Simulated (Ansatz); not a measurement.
## TiAl (P4/mmm), an elastic constant from a strain scan

All numbers below come from DFT PBEsol, scalar-relativistic, plane waves, PAW (Ansatz). Settings: plane waves to 420 eV, k-mesh 22×22×16 (Γ-centred), Gaussian smearing 0.15 eV. No spin polarisation. Energies are free energies at this smearing, counted from the undisturbed cell; pressure is positive in compression.

Reference structure (relaxed at this level; it needn't be the usual structure):

```
Ti Al
1.0
     2.79516    0.00000    0.00000
     0.00000    2.79516    0.00000
     0.00000    0.00000    4.03874
Ti Al
1 1
Cartesian
  0.0000 0.0000 0.0000
  1.3976 1.3976 2.0194
```

The cell is strained by ε times the Voigt pattern (1, 0, 0, 0, 0, 0) (xx, yy, zz, yz, xz, xy; engineering shear) with fractional coordinates fixed. The cell holds 2 atoms in V0 = 31.55 Å³. The stress column is τ = (1/V0) dE/dε, got from the stress tensor σ (compression positive) at each point as −det(1 + εP) σ : P(1 + εP)⁻¹, with P the pattern as a tensor.

```
      ε  ΔE (meV/atom)  τ (GPa)
-0.0400         17.774   -9.453
-0.0300          9.770   -6.836
-0.0200          4.253   -4.400
 0.0000          0.000   -0.026
 0.0100          0.951    1.935
 0.0300          8.328    5.477
 0.0400              ?        ?
```

Q: Which combination of elastic constants does this scan measure, and how large is it?

A: For small ε, τ = τ0 + Kε with K = pᵀCp, which for this pattern is C11 in the Cartesian frame shown. The parabola through τ at ε = -0.0200, 0 and 0.0100 has slope K = 204 GPa at zero. The energies per cell, E = NΔE, of the same two points give K = 2[E(ε₊)/ε₊ − E(ε₋)/ε₋]/[(ε₊ − ε₋)V0] = 208 GPa, in agreement.

Q: Predict the withheld row at ε = 0.0400 from the harmonic law, and compare.

A: ΔE = V0(τ0 ε + Kε²/2)/N = 15.939 meV/atom and τ = 8.12 GPa. The calculation gives 14.519 meV/atom and 7.08 GPa: the energy lies 9 % below the harmonic value, as bonds soften when stretched.

In a metal these slopes depend on the k mesh and the smearing.

Cost: 7 runs of about 2.9 core-minutes in all, on Intel Xeon Platinum 8375C (Ice Lake) (shared hosts).